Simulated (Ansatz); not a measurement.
Data:

BAs:
```
BAs
1.0
    5.85668     0.00000     0.00000
    0.00000     5.85668     0.00000
    0.00000     0.00000     3.37154
B As
4 4
Cartesian
  1.89012   3.96655   0.00000
  3.96655   1.89012   0.00000
  4.81846   4.81846   1.68577
  1.03821   1.03821   1.68577
  1.86466   1.86466   0.00000
  3.99201   3.99201   0.00000
  1.06367   4.79300   1.68577
  4.79300   1.06367   1.68577
```

This is the r²SCAN-relaxed structure. x, y and z are the axes in which the lattice vectors are written.

Q: All from the program Ansatz at the r²SCAN level (PAW), unless another level is named. Give the Debye temperature from the elastic constants.

A: 628 K.

Q: Give the elastic constants (relaxed ions, GPa).

A: C11 = 259, C12 = 75.2, C13 = 39.1, C33 = 341, C44 = 114, C66 = 82.6.

Space group P4_2/mnm. The start of the workflow was typed in or built on a structure type; neither database checked (COD, Materials Project) lists it. It is not the phase usual at ambient conditions (space group No. 216). The r²SCAN relaxation kept the symmetry of its start; its stability against distortions is not shown here.

Potentials: the later of the program's two PAW sets.
